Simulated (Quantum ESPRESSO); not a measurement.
**Band energies of CdI₂**

```xyz
3
Lattice="4.2421 0.0000 0.0000 -2.1210 3.6737 0.0000 0.0000 0.0000 6.8172" Properties=species:S:1:pos:R:3 pbc="T T T"
Cd     0.0000     0.0000     0.0000
I      0.0000     2.4492     1.7288
I      2.1210     1.2246     5.0884
```

PBEsol (pw.x of Quantum ESPRESSO, ONCV potentials, with spin-orbit coupling); path ΓMKΓALHA,LM,KH; energies in eV from the valence-band maximum.

```
k (1/Å)  point  band 34  band 35  band 36  band 37  band 38  band 39  band 40  band 41
-------  -----  -------  -------  -------  -------  -------  -------  -------  -------
0.00         Γ    -0.16     1.99     1.99     3.98     3.98     5.81     5.81     6.07
0.32              -0.11     2.92     2.92     4.64     4.64     5.49     5.49     6.26
0.64              -0.30     2.46     2.46     4.59     4.59     5.61     5.61     6.13
0.86         M    -0.37     2.27     2.27     4.50     4.50     5.41     5.41     6.04
0.98              -0.54     2.31     2.31     4.79     4.79     5.45     5.45     6.15
1.35         K    -1.42     2.18     2.18     6.49     6.49     6.54     6.54     6.97
1.68              -0.67     2.59     2.59     5.82     5.82     6.19     6.19     6.45
2.01              -0.18     2.97     2.97     4.98     4.98     5.17     5.17     6.24
2.34         Γ    -0.16     1.99     1.99     3.98     3.98     5.81     5.81     6.07
2.45              -0.14     2.21     2.21     3.99     3.99     5.77     5.77     6.03
2.80         A     0.00     3.23     3.23     4.01     4.01     5.59     5.59     5.83
3.12              -0.45     2.95     2.95     4.94     4.94     5.98     5.98     6.29
3.44              -0.58     2.14     2.14     4.62     4.62     5.63     5.63     6.34
3.65         L    -0.55     1.94     1.94     4.41     4.41     5.33     5.33     6.20
3.75              -0.54     2.06     2.06     4.49     4.49     5.44     5.44     6.17
4.05              -0.48     2.95     2.95     4.96     4.96     5.13     5.13     6.62
4.15         H    -0.48     3.04     3.04     4.97     4.97     5.05     5.05     6.57
4.42              -0.57     2.82     2.82     5.04     5.04     5.53     5.53     6.53
4.68              -0.63     2.87     2.87     5.29     5.29     6.04     6.04     6.16
4.95              -0.25     3.20     3.20     4.46     4.46     5.67     5.67     5.96
5.13         A     0.00     3.23     3.23     4.01     4.01     5.59     5.59     5.83
5.13         L    -0.55     1.94     1.94     4.41     4.41     5.33     5.33     6.20
5.41              -0.41     2.07     2.07     4.50     4.50     5.82     5.82     6.26
5.59         M    -0.37     2.27     2.27     4.50     4.50     5.41     5.41     6.04
5.59         K    -1.42     2.18     2.18     6.49     6.49     6.54     6.54     6.97
6.06         H    -0.48     3.04     3.04     4.97     4.97     5.05     5.05     6.57
```

The PBEsol gap is indirect, 1.93 eV, from A to 20 % of the way from L to M; the smallest direct gap is 2.15 eV. Another conduction extremum on the path lies within 0.02 eV, too close to call.

Geometry relaxed with PBE+D3(BJ).
